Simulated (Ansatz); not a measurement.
MgO (rock salt, Fm-3m), PBE (plane waves, PAW; program Ansatz): ε∞ = 3.24, cell volume 19.24 Å³. Infrared-active transverse modes:

```json
[
 {"ω_TO (cm⁻¹)": "364.7", "oscillator strength S_xx (e²/amu)": "0.4139"}
]
```

**Question.** Compute the static dielectric constant.

**Answer.** Each mode adds (4.921e7/V) S/ω²: 7.96. So ε0 = 11.2.

**Question.** What LO frequency does the Lyddane–Sachs–Teller relation give?

**Answer.** ω_LO = ω_TO √(ε0/ε∞) = 678 cm⁻¹.

The PBE relaxation kept the symmetry of its start; phonons on a q-mesh show no instability. The volume moved by -31 % from the start of the relaxation.

Potentials: the later of the program's two PAW sets.
